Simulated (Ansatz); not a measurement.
TePb₂Se in space group R-3m (No. 166; Te on 3b, Pb on 6c, Se on 3a), r²SCAN in the plane-wave PAW code Ansatz, all energies at zero smearing, with the estimated change up to a 700 eV cutoff added, with one set of potentials and settings (totals compare only within such a set). Cell of 4 atoms (1 Te, 2 Pb, 1 Se): -36316.988 eV.

```
element              reference phase  E (eV/atom)
-------  ---------------------------  -----------
Te       P3_121, 3 atoms in the cell   -6994.8235
Pb        Fm-3m, 1 atoms in the cell  -11920.8594
Se       P3_121, 3 atoms in the cell   -5478.1269
```

Formation energy per atom, worked out: (-36316.988 − 1×(-6994.8235) − 2×(-11920.8594) − 1×(-5478.1269))/4 = -0.580 eV/atom (-56 kJ per mol of atoms), at 0 K, without zero-point energy or fitted corrections.

The workflow started from a Materials Project entry (that database holds measured and hypothetical structures alike); the Crystallography Open Database copy checked does not list it. With Te and Se taken as one species the cell has the higher symmetry Fm-3m, so it may be an ordered model of a mixed-site phase. Its standing as an ambient phase is unchecked. The r²SCAN relaxation kept the symmetry of its start; of distortions, only those at the zone centre were tested. The references are the lowest solids computed at this level, not always the standard phases. Spin–orbit coupling is left out wherever it is not named.

Potentials: the later of the program's two PAW sets.
